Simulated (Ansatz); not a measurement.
Sr (fcc (Cu type), Fm-3m) under volume change, DFT-PBE in the program Ansatz with PAW potentials, scaled uniformly.

| V (Å³/atom) | E − E(relaxed) (meV/atom) | P (GPa) |
|---|---|---|
| 49.806 | 18.5 | 1.30 |
| 51.448 | 7.8 | 0.80 |
| 53.090 | 1.9 | 0.37 |
| 54.732 | 0.0 | 0.00 |
| 56.374 | 1.7 | -0.32 |
| 58.016 | 6.5 | -0.61 |
| 59.658 | 14.0 | -0.86 |

**Question.** What does a third-order Birch–Murnaghan fit give for V₀, B₀ and B′?

**Answer.** V₀ = 54.73 Å³/atom, B₀ = 11.6 GPa, B′ = 3.6.

The PBE relaxation kept the symmetry of its start.

Potentials: the later of the program's two PAW sets.
